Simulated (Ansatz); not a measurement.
NaH (rock salt, space group No. 225), a = 4.690 Å, b = 4.690 Å, c = 4.690 Å, α = 90.00°, β = 90.00°, γ = 90.00°; the cell used has 2 atoms.

Relaxed with LDA.

Question: Give the optical modes at the zone centre with their infrared and Raman activity from DFPT, plane-wave PAW LDA (Ansatz code).

Answer: Transverse frequencies, without the LO–TO term; a row sums one degenerate level.

```
ω (cm⁻¹)  degeneracy  IR ((D/Å)²/amu)  Raman (Å⁴/amu)  activity  symmetry
--------  ----------  ---------------  --------------  --------  --------
561                3            64.07               0        IR       T1u
```

Question: How high does the top mode go among those that the LO–TO term moves?

Answer: 918 cm⁻¹ for q along x.

Space group Fm-3m (rock salt). Symmetry was held in the LDA relaxation; phonons on a q-mesh show no instability.

Potentials: the later of the program's two PAW sets.
